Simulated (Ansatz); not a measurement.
A generated cell, not matched to a known phase here, of HfGa₂: Cmcm (No. 63), oS12; a = 3.9901 Å, b = 13.9629 Å, c = 3.7494 Å, α = β = γ = 90.00°; Ga 4c (0.000, 0.067, 0.250); Ga 4c (0.000, 0.247, 0.750); Hf 4c (0.000, 0.410, 0.250). Level of theory: PBEsol (plane waves to 420 eV, PAW, scalar-relativistic; Ansatz, an electronic-structure program). Element references, the lowest calculated here: Hf (P6₃/mmc), Ga (Cmce).

Task: What formation energy of this Cmcm form of HfGa2 from the elements does PBEsol give?

Result: -0.42 eV/atom.

A lower structure of this composition may exist.

Static energies, no anion corrections, no zero-point energy. Values are rounded to 0.01 eV/atom. Not shown to be the ambient phase of their composition (a lower form may be missing, and a cell relaxed within its start's symmetry can be a saddle point): HfGa2 (Cmcm). Spin-orbit coupling is missing from these energies, which matters for elements this heavy. The compounds carry no spin polarisation.
